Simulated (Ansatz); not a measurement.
Ba2Pb3: reading a single point

```yaml
crystal:
  lattice:
    - [-2.38918, 3.96114, 4.94931]
    - [4.77835, 0.00000, 0.00000]
    - [2.38918, 3.96114, -4.94931]
  atoms:
    - { symbol: Pb, position: [0.00000, 0.00000, 0.00000] }
    - { symbol: Pb, position: [0.70320, 0.50000, 0.70320] }
    - { symbol: Pb, position: [0.29680, 0.50000, 0.29680] }
    - { symbol: Ba, position: [0.72450, 0.22450, 0.27550] }
    - { symbol: Ba, position: [0.27550, 0.77550, 0.72450] }
```

The numbers come from plane-wave PAW DFT (Ansatz): PBE, no spin polarisation, 420 eV, 8×8×8 Γ-centred k points, fermi-dirac occupations (width 0.1 eV). Nothing was relaxed.

- Forces: The largest is on Pb2 (and as large on other atoms): 0.12 eV/Å, components (0.00, 0.12, 0.00). It makes 180° with the line to a nearest neighbour, Pb3 at 3.22 Å, pointing away from it.
- Formation energy: -0.40 eV an atom against the elements' usual phases (free molecules for gases, crystals otherwise, with no correction for O₂ or N₂), so it is bound against them; other compounds may still compete. Relaxing would lower it.
- Electronic structure: It is a metal, with about 5.1 states/eV a cell as the mean within 0.25 eV of the Fermi level, mostly Pb p (81 %).
- Stress: The pressure is 2.1 GPa (compression positive), so with the atoms held at these fractions the cell would first expand. The principal stresses -0.6, 2.0, 5.0 GPa differ, so its shape would change too.
- Contacts: Pb–Pb at 3.22 Å: least valence density 0.19 e/Å³ and ELF 0.29 there. Pb–Ba at 3.60 Å: least valence density 0.10 e/Å³ and ELF 0.12 there. Both are smooth PAW fields, read partly inside the augmentation spheres.
- Charges: Bader charges in e: Ba +1.08, Pb -0.81 to -0.54. In the mean Ba gives up most and Pb takes most.

Origin: a known structure type with other elements, at an estimated volume, so it need not be a known compound.
